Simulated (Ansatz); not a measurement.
**BAs₂: start and end of a relaxation**

A trial structure of BAs₂ was built thus: random cell by space group and Wyckoff sites (P6/mmm, No. 191). The dimensions are guesses.

start.cif

```cif
data_structure
_symmetry_space_group_name_H-M 'P6/mmm'
_symmetry_Int_Tables_number 191
_cell_length_a 3.6600
_cell_length_b 3.6600
_cell_length_c 4.6586
_cell_angle_alpha 90.000
_cell_angle_beta 90.000
_cell_angle_gamma 120.000
_cell_volume 54.04
loop_
_atom_site_label
_atom_site_type_symbol
_atom_site_symmetry_multiplicity
_atom_site_Wyckoff_symbol
_atom_site_fract_x
_atom_site_fract_y
_atom_site_fract_z
_atom_site_occupancy
B1 B 1 a 0.00000 0.00000 0.00000 1
As1 As 2 d 0.33333 0.66667 0.50000 1
```

Theory: Ansatz 0.2.0, DFT PBE, scalar-relativistic, plane waves, PAW. Cutoff 420 eV, Gaussian smearing, Γ-centred meshes. Cell and atoms relax first on a coarse mesh and then on a finer one. In between, the cell is made exact in the group found at 0.06 Å. In metals the finer mesh still leaves noise of several meV/atom or more. The steps can't lower the symmetry of their start. No spin polarisation.

end.cif

```cif
data_structure
_symmetry_space_group_name_H-M 'P6/mmm'
_symmetry_Int_Tables_number 191
_cell_length_a 4.6153
_cell_length_b 4.6153
_cell_length_c 2.6600
_cell_angle_alpha 90.000
_cell_angle_beta 90.000
_cell_angle_gamma 120.000
_cell_volume 49.07
loop_
_atom_site_label
_atom_site_type_symbol
_atom_site_symmetry_multiplicity
_atom_site_Wyckoff_symbol
_atom_site_fract_x
_atom_site_fract_y
_atom_site_fract_z
_atom_site_occupancy
B1 B 1 a 0.00000 0.00000 0.00000 1
As1 As 2 d 0.33333 0.66667 0.50000 1
```

The symmetry stays P6/mmm (No. 191). The volume per atom shrinks by 9.2 %, from 18.0 to 16.4 Å³. The shortest distance goes from 2.11 Å (As–As) to 2.66 Å (As–As and B–B). The ratio c/a of the conventional cell changes by a factor of 0.45. The energy falls by about 1.5 eV/atom (the start's value is from the coarse mesh).

```json
{"Volume per atom": "16.36 Å³", "Density": "5.44 g/cm³", "Formation energy": "+1.34 eV/atom", "Gap on the 12×12×18 mesh of the 3-atom cell": "0 eV (a metal)"}
```

Formation energies are uncorrected and refer to the elements' standard structures at the same level. The separate elements lie lower, so it is unstable against them.

The last run used Gaussian smearing of 0.10 eV. An odd number of electrons in the primitive cell allows no gap without spin; a larger cell or a magnetic state could open one. The cell is a metal run without spin; a magnetic state may lie lower. The reference form of As is held partly by dispersion forces, which this level lacks. Symmetry constrained the relaxation, so the result can be a saddle point. In all, the 4 runs took 4 min on 1 thread of Intel(R) Xeon(R) Processor @ 2.50GHz (Skylake/Cascade Lake), with other jobs on the host. Another cell of BAs2 relaxed alike, in I4/mmm, lies 0.82 eV/atom lower, so this cell isn't the stable form at this level.
